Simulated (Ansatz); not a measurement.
Relaxed-ion elastic tensor of AgI (zinc blende, space group No. 216) in GPa (Voigt order), the program Ansatz at the LDA level (PAW); density 6.10 g/cm³, 31.98 Å³ per atom.

```
46.4  38.9  38.9   0.0   0.0   0.0
38.9  46.4  38.9   0.0   0.0   0.0
38.9  38.9  46.4   0.0   0.0   0.0
 0.0   0.0   0.0  10.8   0.0   0.0
 0.0   0.0   0.0   0.0  10.8   0.0
 0.0   0.0   0.0   0.0   0.0  10.8
```

Problem. Is the crystal mechanically stable?

Solution. Yes: the smallest eigenvalue of C is 7.6 GPa.

Problem. Work out the Voigt, Reuss and Hill averages.

Solution. K_V = 41.4, K_R = 41.4, K_H = 41.4; G_V = 8.0, G_R = 6.2, G_H = 7.1 GPa.

Problem. Give Young's modulus, Poisson's ratio, Pugh's ratio and the universal anisotropy index.

Solution. E = 9KG/(3K + G) = 20.2 GPa; ν = 0.42; K/G = 5.82 (ductile by the Pugh limit of 1.75); A_U = 5G_V/G_R + K_V/K_R − 6 = 1.46.

Problem. Estimate the sound speeds and the Debye temperature.

Solution. v_l = √((K + 4G/3)/ρ) = 2890 m/s, v_t = √(G/ρ) = 1080 m/s, mean 1230 m/s; Θ = (h/k)(3n/4πV)^(1/3) v_m = 115 K.

Problem. Give the Zener ratio and Young's modulus along [100], [110] and [111].

Solution. A = 2C44/(C11 − C12) = 2.86; 1/E = S11 − 2(S11 − S12 − S44/2)Γ with Γ = 0, 1/4, 1/3 gives 11.0, 20.9, 29.9 GPa.

Space group F-43m (zinc blende). The cell was relaxed with LDA under the symmetry of its start; phonons on a q-mesh show no instability. The run is not spin-polarised. Scalar-relativistic: spin–orbit coupling is off unless named, which matters more the heavier the elements.

Potentials: the later of the program's two PAW sets.
